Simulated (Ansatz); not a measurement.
Kick test of a cell of Ta2Sn3

The cell was found from a proposed guess, not taken from experiment.

Level of theory: DFT PBE, scalar-relativistic, plane waves, PAW (Ansatz 0.2.0). Plane waves to 420 eV, a k mesh through Γ of 6×6×6 on the computed 5-atom cell and Gaussian smearing (0.10 eV); no spin polarisation.

The cell below (5 atoms, space group P-3m1 (No. 164)) is relaxed within its symmetry.

```
CELL_PARAMETERS angstrom
4.89455 0.00000 0.00000
-2.44728 4.23881 0.00000
0.00000 0.00000 5.73345
ATOMIC_POSITIONS crystal
Ta 0.66667 0.33333 0.90563
Ta 0.33333 0.66667 0.09437
Sn 0.00000 0.00000 0.00000
Sn 0.66667 0.33333 0.39278
Sn 0.33333 0.66667 0.60722
```

For the test a repeat of it with 10 atoms (edges 4.89, 4.89, 11.47 Å) was strained at random (σ = 1.5 % a component), the atoms were moved at random (σ = 0.15 Å), and all was relaxed again on a coarse 6×6×2 mesh (in the run’s order of axes) with 0.20 eV smearing, with no symmetry imposed.

These runs have no spin–orbit coupling, which can matter for Ta.

Question: What happens?

Answer: It doesn't return. The energy falls by 6 meV/atom on that mesh, the volume changes by -0.2 %, and the end has space group C2/m (No. 12) at a loose tolerance. Relaxed again on an 8×8×6 mesh with 0.10 eV smearing, the new structure lies 9 meV/atom below the first (mesh in the axes of the run's cell; the cell below is made exact in the group named). Space group C2/m (No. 12), monoclinic, a = 8.616 Å, b = 4.804 Å, c = 5.738 Å, β = 91.9°. Around Ta lie 5 Sn at 2.80–2.94 Å, 3 Ta at 2.97–3.13 Å and 3 Sn at 3.25–3.41 Å; Sn on a site of symmetry 2/m has 6 Ta at 2.87–2.89 Å and 6 Sn at 3.61–3.62 Å; Sn on a site of symmetry m has 2 Ta at 2.80–2.94 Å, 3 Sn at 3.02–3.11 Å, 3 Ta at 3.25–3.41 Å and 3 Sn at 3.61–3.62 Å.

```
Ta Sn
1.0
     4.30819   -2.40203    0.00000
     4.30819    2.40203    0.00000
    -0.18786    0.00000    5.73521
Ta Sn
2 3
Direct
  0.67277 0.67277 0.59411
  0.32723 0.32723 0.40589
  0.00000 0.00000 0.50000
  0.66265 0.66265 0.10651
  0.33735 0.33735 0.89349
```
